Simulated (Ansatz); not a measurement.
CrRh3 (Pm-3m): energy against the cell's spin moment

Geometry: a structure from the Materials Project; nothing is relaxed.

Settings: LDA, 8×8×8 k mesh, Fermi–Dirac smearing of 0.05 eV. PAW means Ansatz 0.2.0 on its default frozen-core files; LAPW is all-electron LAPW in Ansatz 0.2.0. Site moments are integrated in spheres about the atoms, whose radii differ between the methods.

The first input and its command:

```yaml
crystal:
  lattice:
    - [3.7905530633, 0.0, 0.0]
    - [0.0, 3.7905530633, 0.0]
    - [0.0, 0.0, 3.7905530633]
  atoms:
    - { symbol: Cr, position: [0.0, 0.0, 0.0], spin: 3.0 }
    - { symbol: Rh, position: [0.0, 0.5, 0.5], spin: -1.0 }
    - { symbol: Rh, position: [0.5, 0.5, 0.0], spin: -1.0 }
    - { symbol: Rh, position: [0.5, 0.0, 0.5], spin: -1.0 }
magnetization:
  spin_polarized: true
kpoints:
  mp_grid: { grid: [8, 8, 8] }
scf:
  occupations: { method: fermi_dirac, width: 0.05 }
  lower_state_search: "off"
hamiltonian:
  xc: lda
  pseudopotentials: { kind: paw }
output:
  forces: true
  stress: true
  eigenvalues: true
  populations: true
  dos: { projected: true, de: 0.1, e_range: [-8, 5] }
  write_density: true
  write_potential: true
  elf: true
  volumetric_format: npy
```

Command: `ansatz run input.yaml --threads 2 --pin off --max-ram 6144MiB --backend cpu --events-out ev --progress --plain --runs-dir out`

The input for «total moment held at 0.96 μB» by PAW differs from it in these lines, output keys apart:

```diff
-    - { symbol: Cr, position: [0.0, 0.0, 0.0], spin: 3.0 }
-    - { symbol: Rh, position: [0.0, 0.5, 0.5], spin: -1.0 }
-    - { symbol: Rh, position: [0.5, 0.5, 0.0], spin: -1.0 }
-    - { symbol: Rh, position: [0.5, 0.0, 0.5], spin: -1.0 }
+    - { symbol: Cr, position: [0.0, 0.0, 0.0], spin: 1.322 }
+    - { symbol: Rh, position: [0.0, 0.5, 0.5], spin: -0.121 }
+    - { symbol: Rh, position: [0.5, 0.5, 0.0], spin: -0.121 }
+    - { symbol: Rh, position: [0.5, 0.0, 0.5], spin: -0.12 }
+  initial_magnetization: 0.96
+  spin_locking: { lock_magnetization: hard }
```

The input for «total moment held at 0.72 μB» by LAPW differs from it in these lines, output keys apart:

```diff
-    - { symbol: Cr, position: [0.0, 0.0, 0.0], spin: 3.0 }
-    - { symbol: Rh, position: [0.0, 0.5, 0.5], spin: -1.0 }
-    - { symbol: Rh, position: [0.5, 0.5, 0.0], spin: -1.0 }
-    - { symbol: Rh, position: [0.5, 0.0, 0.5], spin: -1.0 }
+    - { symbol: Cr, position: [0.0, 0.0, 0.0], spin: 0.992 }
+    - { symbol: Rh, position: [0.0, 0.5, 0.5], spin: -0.091 }
+    - { symbol: Rh, position: [0.5, 0.5, 0.0], spin: -0.091 }
+    - { symbol: Rh, position: [0.5, 0.0, 0.5], spin: -0.09 }
+  initial_magnetization: 0.72
+  spin_locking: { lock_magnetization: hard }
-  pseudopotentials: { kind: paw }
+  pseudopotentials: { kind: all_electron, lapw: { basis_error: 0.001 } }
```

The total moment M of the cell is held by giving each spin its own Fermi level. Half their difference over μB is the field that would hold M, so μB·B = dF/dM. Energies count from each method's free run. The held moment starts on the atoms that carry the free run's moments.

The free PAW run: Site moments (μB): Cr1 1.63, Rh2 -0.17, Rh3 -0.17, Rh4 -0.17. Cell moment 1.20 μB.

| M (μB/cell) | ΔF PAW (meV/cell) | ΔF LAPW (meV/cell) | B, PAW (T) | largest site moment, PAW (μB) | pressure, PAW (GPa) |
| --- | --- | --- | --- | --- | --- |
| 0.00 | +132.8 | – | – | 0.00 | -18.9 |
| 0.24 | +97.5 | – | -3196 | 1.08 | -17.6 |
| 0.48 | +56.6 | – | -2629 | 1.25 | ? |
| 0.72 | +25.2 | +25.0 | -1877 | 1.40 | -17.2 |
| 0.96 | +5.9 | +5.8 | ? | 1.53 | -17.0 |
| 1.08 | +1.4 | – | -421 | 1.58 | -16.9 |
| 1.38 | +3.7 | – | +705 | 1.70 | -16.6 |
| 1.56 | +14.7 | +14.9 | +1415 | 1.76 | -16.3 |

**Question.** Fill in "B, PAW (T)" for the row "0.96".

**Answer.** -875.

**Question.** What belongs in the row "0.48", column "pressure, PAW (GPa)"?

**Answer.** -17.4.

Against an unpolarised PAW run, spin polarisation gains 33.2 meV per atom; the pressure goes from -18.9 to -16.8 GPa, the usual magnetovolume effect: the magnetic state wants the larger volume.

Separate runs put a uniform field on the spins (g = 2):

| field (T) | M PAW (μB/cell) | M LAPW (μB/cell) |
| --- | --- | --- |
| 300 | 1.278 | 1.277 |
| 600 | 1.354 | 1.353 |

The rows needn't lie on one branch: at M = 0 the run is unmagnetised, so slopes across such rows needn't follow B.

The PAW files were made with PBE; the program remakes their cores once for the run's functional and then keeps them frozen. The Ansatz runs typed with the search for lower states off end where their start leads. None of this fixes the real material's magnetic order: only patterns that fit the cell were computed, without spin fluctuations and on one mesh and smearing, with a functional that can overstate moments.
